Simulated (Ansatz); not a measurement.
TaAl:
```
CELL_PARAMETERS angstrom
      3.19594     0.00000     0.00000
      0.00000     3.19594     0.00000
      0.00000     0.00000     3.19594
ATOMIC_POSITIONS crystal
  Ta 0.00000 0.00000 0.00000
  Al 0.50000 0.50000 0.50000
```

Relaxed with PBEsol. Special points in fractions of this cell's reciprocal vectors: Γ (0.000, 0.000, 0.000); X (0.000, 0.500, 0.000); M (0.500, 0.500, 0.000); R (0.500, 0.500, 0.500).

### Question
List the band energies nearest the Fermi level at these points for PBEsol (plane waves, PAW; program Ansatz).

### Answer
In eV from the Fermi level; about four levels below and three above (degenerate sets whole), none deeper than 8.9 eV; points with the same levels are listed once.

```
k                    below                above
-  -----------------------  -------------------
Γ              -2.65 -2.65       2.62 2.62 2.62
X  -5.93 -1.53 -0.37 -0.37       3.09 4.71 5.76
M  -6.10 -2.86 -1.98 -1.98       0.52 0.52 4.75
R        -4.27 -4.27 -4.27  0.14 3.30 3.30 3.30
```

Space group Pm-3m (CsCl type). The start of the workflow was typed in or built on a structure type; neither database checked (COD, Materials Project) lists it. Its standing as an ambient phase is unchecked. The cell was relaxed with PBEsol under the symmetry of its start. At this level the phase is mechanically unstable. No spin polarisation was allowed. Scalar-relativistic: spin–orbit coupling is off unless named, which matters more the heavier the elements.

Potentials: the later of the program's two PAW sets.
